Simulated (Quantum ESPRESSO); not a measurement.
# NbTi2O5F3: finding a planted mistake in a log

A calculation, not a measurement. The program is pw.x of Quantum ESPRESSO 7.5 (plane-wave density functional theory). The cell is made up: 11 atoms on a rutile lattice with one site empty, with randomly drawn elements, strain and displacements, not relaxed. PseudoDojo standard norm-conserving files (v0.5 for PBE, v0.4.1 for LDA and PBEsol) set the functional; there is no spin polarisation, spin-orbit coupling or dispersion term, and the masses in the input are unused placeholders.

Intended input:

```
&control calculation='scf', pseudo_dir='./dojo.nc.sr.pbe.v0_5.standard.upf', outdir='./o', disk_io='low', tprnfor=.true., tstress=.true. /
&system ibrav=0, nat=11, ntyp=4, nbnd=50, ecutwfc=84.00895049, nosym=.true., tot_charge=0,
 occupations='smearing', smearing='fd', degauss=0.0018374661
/
&electrons conv_thr=7.350e-09, electron_maxstep=60, /
ATOMIC_SPECIES
F 1.0 F.upf
Nb 1.0 Nb.upf
O 1.0 O.upf
Ti 1.0 Ti.upf
CELL_PARAMETERS angstrom
4.6675 -0.0283 0.0059
-0.0283 4.6646 -0.0009
0.0075 -0.0011 5.8274
ATOMIC_POSITIONS angstrom
Nb 2.3552 2.3431 1.4668
Ti -0.0038 0.0186 2.9304
Ti 2.3589 2.2774 4.3289
O 1.4254 1.4015 0.0112
O 3.1955 3.2268 0.0093
F 3.7979 0.9074 1.4424
O 0.9071 3.7833 1.4741
O 1.4014 1.3989 2.882
F 3.2195 3.2202 2.9274
F 3.7389 0.895 4.3953
O 0.9076 3.7402 4.355
K_POINTS automatic
5 5 4 1 1 1
```

The log is shortened where brackets say so; the opening notice, blank lines, dates and the lines on written files are dropped, and the path of the files is cut. It prints rydbergs, bohrs and kilobars, and counts compression as positive stress. Where no state is partly filled, the Fermi energy that it prints is only some level between the filled and the empty states on the mesh, and need not lie in the true gap.

Log of the intended run:

```
     Program PWSCF v.7.5
     Parallel version (MPI & OpenMP), running on       4 processor cores
     Number of MPI processes:                 4
     Threads/MPI process:                     1
     [start-up lines left out]
     bravais-lattice index     =            0
     lattice parameter (alat)  =       8.8205  a.u.
     unit-cell volume          =     856.1571 (a.u.)^3
     number of atoms/cell      =           11
     number of atomic types    =            4
     number of electrons       =        88.00
     number of Kohn-Sham states=           50
     kinetic-energy cutoff     =      84.0090  Ry
     charge density cutoff     =     336.0358  Ry
     scf convergence threshold =      7.3E-09
     mixing beta               =       0.7000
     number of iterations used =            8  plain     mixing
     Exchange-correlation= PBE
                           (   1   4   3   4   0   0   0)
     [axes and pseudopotential details left out]
   Cartesian axes
     site n.     atom                  positions (alat units)
         1        Nb     tau(   1) = (   0.5045859   0.5019936   0.3142521  )
         2        Ti     tau(   2) = (  -0.0008141   0.0039849   0.6278187  )
         3        Ti     tau(   3) = (   0.5053786   0.4879178   0.9274380  )
         4        O      tau(   4) = (   0.3053825   0.3002621   0.0023995  )
         5        O      tau(   5) = (   0.6846146   0.6913204   0.0019925  )
         6        F      tau(   6) = (   0.8136748   0.1944044   0.3090246  )
         7        O      tau(   7) = (   0.1943401   0.8105469   0.3158161  )
         8        O      tau(   8) = (   0.3002406   0.2997050   0.6174493  )
         9        F      tau(   9) = (   0.6897565   0.6899064   0.6271760  )
        10        F      tau(  10) = (   0.8010344   0.1917478   0.9416638  )
        11        O      tau(  11) = (   0.1944473   0.8013130   0.9330298  )
     number of k points=    50  Fermi-Dirac smearing, width (Ry)=  0.0018
                       cart. coord. in units 2pi/alat
        k(    1) = (   0.1004860   0.1006930   0.1000113), wk =   0.0400000
        k(    2) = (   0.1002331   0.1007301   0.3002549), wk =   0.0400000
     [further k points left out]
     Dense  grid:    89073 G-vectors     FFT dimensions: (  54,  54,  72)
     Estimated max dynamical RAM per process >     245.79 MB
     Estimated total dynamical RAM >     917.90 MB
     Initial potential from superposition of free atoms
     starting charge      87.9945, renormalised to      88.0000
     Starting wfcs are   62 randomized atomic wfcs
     total cpu time spent up to now is        5.1 secs
     per-process dynamical memory:   197.2 Mb
     Self-consistent Calculation
     iteration #  1     ecut=    84.01 Ry     beta= 0.70
     Davidson diagonalization with overlap
     ethr =  1.00E-02,  avg # of iterations =  2.0
     total cpu time spent up to now is       13.8 secs
     total energy              =    -672.79449600 Ry
     estimated scf accuracy    <       5.70436671 Ry
     iteration #  2     ecut=    84.01 Ry     beta= 0.70
     Davidson diagonalization with overlap
     ethr =  6.48E-03,  avg # of iterations =  8.8
     total cpu time spent up to now is       30.8 secs
     total energy              =    -665.02047087 Ry
     estimated scf accuracy    <     101.69591148 Ry
     [iterations 3 to 17 left out]
     iteration # 18     ecut=    84.01 Ry     beta= 0.70
     Davidson diagonalization with overlap
     ethr =  6.45E-11,  avg # of iterations =  5.0
     total cpu time spent up to now is      198.5 secs
     total energy              =    -676.08892867 Ry
     estimated scf accuracy    <       0.00000002 Ry
     iteration # 19     ecut=    84.01 Ry     beta= 0.70
     Davidson diagonalization with overlap
     ethr =  1.94E-11,  avg # of iterations =  4.0
     total cpu time spent up to now is      208.6 secs
     End of self-consistent calculation
     [lines on levels left out]
     the Fermi energy is     8.3888 ev
!    total energy              =    -676.08892867 Ry
     estimated scf accuracy    <          5.9E-09 Ry
     smearing contrib. (-TS)   =      -0.00000000 Ry
     internal energy E=F+TS    =    -676.08892867 Ry
     The total energy is F=E-TS. E is the sum of the following terms:
     one-electron contribution =    -271.58424412 Ry
     hartree contribution      =     178.72143603 Ry
     xc contribution           =    -135.71845583 Ry
     ewald contribution        =    -447.50766475 Ry
     convergence has been achieved in  19 iterations
     Forces acting on atoms (cartesian axes, Ry/au):
     atom    1 type  2   force =    -0.19911454    0.01750210   -0.40723504
     atom    2 type  4   force =     0.24161980   -0.09227638    0.03412403
     atom    3 type  4   force =    -0.17825021    0.01780941    0.33035731
     atom    4 type  3   force =     0.07206156    0.05299568   -0.00365849
     atom    5 type  3   force =    -0.01028786   -0.03567738   -0.01413468
     atom    6 type  1   force =    -0.01538413    0.00877282    0.02666937
     atom    7 type  3   force =     0.01411706   -0.03191754    0.10091998
     atom    8 type  3   force =    -0.00872681   -0.02097639    0.03491627
     atom    9 type  1   force =     0.09271256    0.08521501    0.04878497
     atom   10 type  1   force =    -0.01411768    0.01440338   -0.03193280
     atom   11 type  3   force =     0.00537026   -0.01585070   -0.11881093
     Total force =     0.687674     Total SCF correction =     0.000243
     Computing stress (Cartesian axis) and pressure
          total   stress  (Ry/bohr**3)                   (kbar)     P=       48.15
   0.00019333   0.00069523   0.00000235           28.44      102.27        0.35
   0.00069523   0.00039254   0.00002594          102.27       57.74        3.82
   0.00000235   0.00002594   0.00039599            0.35        3.82       58.25
     init_run     :      4.85s CPU      5.01s WALL (       1 calls)
     electrons    :    202.57s CPU    203.47s WALL (       1 calls)
     forces       :      1.81s CPU      1.83s WALL (       1 calls)
     stress       :      6.14s CPU      6.14s WALL (       1 calls)
     [timing details left out]
     PWSCF        :   3m35.59s CPU   3m36.75s WALL
     JOB DONE.
```

A second run was made from an input with one planted mistake. Its log:

```
     Program PWSCF v.7.5
     Parallel version (MPI & OpenMP), running on       4 processor cores
     Number of MPI processes:                 4
     Threads/MPI process:                     1
     [start-up lines left out]
     bravais-lattice index     =            0
     lattice parameter (alat)  =       8.8205  a.u.
     unit-cell volume          =     856.1571 (a.u.)^3
     number of atoms/cell      =           11
     number of atomic types    =            4
     number of electrons       =        88.00
     number of Kohn-Sham states=           50
     kinetic-energy cutoff     =      84.0090  Ry
     charge density cutoff     =     336.0358  Ry
     scf convergence threshold =      7.3E-09
     mixing beta               =       0.7000
     number of iterations used =            8  plain     mixing
     Exchange-correlation= PBE
                           (   1   4   3   4   0   0   0)
     [axes and pseudopotential details left out]
   Cartesian axes
     site n.     atom                  positions (alat units)
         1        Nb     tau(   1) = (   0.5045859   0.5019936   0.3142521  )
         2        Ti     tau(   2) = (  -0.0008141   0.0039849   0.6278187  )
         3        Ti     tau(   3) = (   0.5053786   0.4879178   0.9274380  )
         4        O      tau(   4) = (   0.3053825   0.3002621   0.0023995  )
         5        O      tau(   5) = (   0.6846146   0.6913204   0.0019925  )
         6        F      tau(   6) = (   0.8136748   0.1944044   0.3090246  )
         7        O      tau(   7) = (   0.1943401   0.8105469   0.3158161  )
         8        O      tau(   8) = (   0.3002406   0.2997050   0.6174493  )
         9        F      tau(   9) = (   0.6897565   0.6899064   0.6271760  )
        10        F      tau(  10) = (   0.8010344   0.1917478   0.9416638  )
        11        O      tau(  11) = (   0.1944473   0.8013130   0.9330298  )
     number of k points=     4  Fermi-Dirac smearing, width (Ry)=  0.0018
                       cart. coord. in units 2pi/alat
        k(    1) = (   0.2512783   0.2517233   0.1999673), wk =   0.5000000
        k(    2) = (   0.2517841   0.2516491  -0.2005198), wk =   0.5000000
     [further k points left out]
     Dense  grid:    89073 G-vectors     FFT dimensions: (  54,  54,  72)
     Estimated max dynamical RAM per process >     135.38 MB
     Estimated total dynamical RAM >     476.26 MB
     Initial potential from superposition of free atoms
     starting charge      87.9945, renormalised to      88.0000
     Starting wfcs are   62 randomized atomic wfcs
     total cpu time spent up to now is        1.7 secs
     per-process dynamical memory:    85.6 Mb
     Self-consistent Calculation
     iteration #  1     ecut=    84.01 Ry     beta= 0.70
     Davidson diagonalization with overlap
     ethr =  1.00E-02,  avg # of iterations =  2.0
     total cpu time spent up to now is        2.5 secs
     total energy              =    -672.79904220 Ry
     estimated scf accuracy    <       5.69914858 Ry
     iteration #  2     ecut=    84.01 Ry     beta= 0.70
     Davidson diagonalization with overlap
     ethr =  6.48E-03,  avg # of iterations =  9.0
     total cpu time spent up to now is        3.9 secs
     total energy              =    -665.04865559 Ry
     estimated scf accuracy    <     101.35717146 Ry
     [iterations 3 to 18 left out]
     iteration # 19     ecut=    84.01 Ry     beta= 0.70
     Davidson diagonalization with overlap
     ethr =  4.55E-11,  avg # of iterations =  5.0
     total cpu time spent up to now is       19.4 secs
     total energy              =    -676.08996812 Ry
     estimated scf accuracy    <       0.00000001 Ry
     iteration # 20     ecut=    84.01 Ry     beta= 0.70
     Davidson diagonalization with overlap
     ethr =  1.33E-11,  avg # of iterations =  2.0
     total cpu time spent up to now is       20.2 secs
     End of self-consistent calculation
     [lines on levels left out]
     the Fermi energy is     8.2908 ev
!    total energy              =    -676.08996812 Ry
     estimated scf accuracy    <          4.6E-09 Ry
     smearing contrib. (-TS)   =      -0.00000000 Ry
     internal energy E=F+TS    =    -676.08996812 Ry
     The total energy is F=E-TS. E is the sum of the following terms:
     one-electron contribution =    -271.58065500 Ry
     hartree contribution      =     178.71464415 Ry
     xc contribution           =    -135.71629251 Ry
     ewald contribution        =    -447.50766475 Ry
     convergence has been achieved in  20 iterations
     Forces acting on atoms (cartesian axes, Ry/au):
     atom    1 type  2   force =    -0.19902896    0.01779933   -0.40708260
     atom    2 type  4   force =     0.24179730   -0.09254881    0.03417468
     atom    3 type  4   force =    -0.17799099    0.01821326    0.33090422
     atom    4 type  3   force =     0.07098349    0.05199180   -0.00380990
     atom    5 type  3   force =    -0.00966262   -0.03485950   -0.01417559
     atom    6 type  1   force =    -0.01563122    0.00928327    0.02712596
     atom    7 type  3   force =     0.01486662   -0.03244083    0.10110007
     atom    8 type  3   force =    -0.00936654   -0.02118955    0.03456816
     atom    9 type  1   force =     0.09239387    0.08520617    0.04841073
     atom   10 type  1   force =    -0.01420919    0.01480072   -0.03231617
     atom   11 type  3   force =     0.00584824   -0.01625585   -0.11889955
     Total force =     0.687717     Total SCF correction =     0.000183
     Computing stress (Cartesian axis) and pressure
          total   stress  (Ry/bohr**3)                   (kbar)     P=       47.79
   0.00019609   0.00069998   0.00000257           28.85      102.97        0.38
   0.00069998   0.00039718   0.00002607          102.97       58.43        3.84
   0.00000257   0.00002607   0.00038138            0.38        3.84       56.10
     init_run     :      1.51s CPU      1.55s WALL (       1 calls)
     electrons    :     18.44s CPU     18.53s WALL (       1 calls)
     forces       :      0.28s CPU      0.30s WALL (       1 calls)
     stress       :      0.66s CPU      0.66s WALL (       1 calls)
     [timing details left out]
     PWSCF        :     21.01s CPU     21.19s WALL
     JOB DONE.
```

Question: what was wrong in the second input?

Answer: the k-point mesh is too coarse. The input lines that differ, file-writing options aside:

```
- 5 5 4 1 1 1
+ 2 2 2 1 1 1
```

|  | intended run | run with the mistake |
| --- | --- | --- |
| free energy (eV) | -9198.658 | -9198.673 |
| smearing term -TS (eV) | 0.0000 | 0.0000 |
| pressure (GPa) | 4.81 | 4.78 |
| largest force component (eV/Å) | 10.470 | 10.467 |
| largest change of a force component (eV/Å) |  | 0.028 |
| iterations | 19 | 20 |

For scale, a rerun of the intended cell at a cutoff of 1467 eV and k mesh 7 x 7 x 6 moved values by no more than 0.004 eV in energy, 0.04 GPa in stress and 0.002 eV/Å in force.